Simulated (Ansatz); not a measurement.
Here is the system:

MoSi2 (MoSi2 type, space group I4/mmm)

```yaml
crystal:
  lattice:
    - [-1.60086, 1.60086, 3.90929]
    - [1.60086, -1.60086, 3.90929]
    - [1.60086, 1.60086, -3.90929]
  atoms:
    - { symbol: Mo, position: [0.00000, 0.00000, 0.00000] }
    - { symbol: Si, position: [0.33530, 0.33530, 0.00000] }
    - { symbol: Si, position: [0.66470, 0.66470, 0.00000] }
```

In this cell atom 1 (Mo, nearest neighbour Si at 2.605 Å; its periodic images, 3.2 Å or more away, move with it) is moved by u·(1.000, 0.000, 0.000) + v·(0.000, 0.000, 1.000); the rest is frozen.

Level of theory: r2SCAN (plane waves to 500 eV, PAW, scalar-relativistic; Ansatz, a program for electronic structure). k mesh 12×12×12 (Γ-centred), Fermi-Dirac smearing 0.05 eV. The energy includes the smearing's −TS. With partly filled bands, energies and forces of such displacements shift with the k mesh and the smearing. MoSi2 is run without spin polarisation. MoSi2 was relaxed with its symmetry unable to fall. ΔE is measured from the undisplaced structure. Axes are in Å.

The scan covers u from -0.390 to 0.390 Å in 5 points and v from -0.390 to 0.390 Å in 5 points.

### Question
In which direction of the plane is the atom held most weakly?

### Answer
Along u.

### Question
What are the two principal curvatures of the energy at the centre?

### Answer
10.1 and 13.5 eV/Å².

(A displaced cell: forces are minus the slopes of the energy, force constants its curvatures, and phonons follow from these.)
